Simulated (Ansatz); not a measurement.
System: BN (zinc blende type, first atom moved by 0.06 Å along [111]), 2 atoms in the cell.

Computed with Ansatz, HSE06, plane waves, PAW datasets (generated hard set).

Cutoff 900 eV; exchange singularity: Wigner-Seitz; k-mesh 4×4×4 Γ-centred; Fermi–Dirac smearing of 0.05 eV; no spin polarisation.

```
B N
1.0
     0.00000    1.81500    1.81500
     1.81500    0.00000    1.81500
     1.81500    1.81500    0.00000
B N
1 1
Direct
  0.00954 0.00954 0.00954
  0.25000 0.25000 0.25000
```

Question: What pressure does the calculation give?

Answer: The pressure is -8.98 GPa, so at these settings the cell is stretched and would shrink.

Question: Which atom feels the largest force? Give all forces.

Answer: B1 and N2, 1.686 eV/Å each.

| atom | Fx (eV/Å) | Fy (eV/Å) | Fz (eV/Å) |
| --- | --- | --- | --- |
| B1 | -0.974 | -0.974 | -0.974 |
| N2 | 0.974 | 0.974 | 0.974 |

The stress includes the program's correction for the finite plane-wave basis.

The k-mesh is coarse, so these values belong to this mesh and can lie far from the converged ones. Potentials made with PBE were used with another functional.
